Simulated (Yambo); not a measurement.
Yambo run on WS2 (space group P6_3/mmc, No. 194). The wavefunctions are norm-conserving PBEsol (Quantum ESPRESSO, 74 Ry, with spin-orbit coupling) ones on a 6×6×1 mesh (52 occupied bands); a = b = 3.1538 Å, c = 12.1384 Å, α = β = 90.00°, γ = 120.00°.

Yambo input:

```
rim_cut
gw0
dyson
el_el_corr
HF_and_locXC
ppa
em1d
RandQpts= 1000000
RandGvec= 1 Ry
EXXRLvcs= 74 Ry
VXCRLvcs= 296 Ry
Chimod= "HARTREE"
% BndsRnXp
 9 | 258 |
%
NGsBlkXp= 3 Ry
% LongDrXp
 1.0 | 1.0 | 1.0 |
%
PPAPntXp= 27.2114 eV
% GbndRnge
 1 | 258 |
%
GTermKind= "BG"
DysSolver= "n"
ExtendOut
% QPkrange
 1 | 1 | 52 | 52 |
 5 | 5 | 53 | 53 |
 7 | 7 | 52 | 53 |
%
```

k points by index: 1 = Γ, 5 = (0.167, 0.167, 0), 7 = K.

Resulting energies as the program prints them:

```
#    K-point    Band    Eo [eV]    E [eV]    E-Eo [eV]    Vxc [eV]    Vnlxc [eV]    Sc|Eo [eV]    Sc|E [eV]    dSc/dw|Eo [eV]    Re(Z)    Im(Z)
#
    1    52    0.000000    0.302854    0.302854    -15.51244    -15.89306    0.759362    0.683469    -6.819741    0.799601    -0.001233
    5    53    0.802958    1.376756    0.573799    -14.28812    -10.28073    -3.294727    -3.433601    -6.584900    0.805157    -0.001206
    7    52    -0.472675    -0.192299    0.280376    -15.07563    -15.35615    0.630537    0.560892    -6.760105    0.801005    -0.001223
    7    53    1.158919    1.985733    0.826814    -16.17317    -11.77671    -3.365856    -3.569646    -6.706265    0.802276    -0.001235
```
(The two width columns are left out.) Convergence of these settings isn't established.

Geometry relaxed with PBE+D3(BJ).
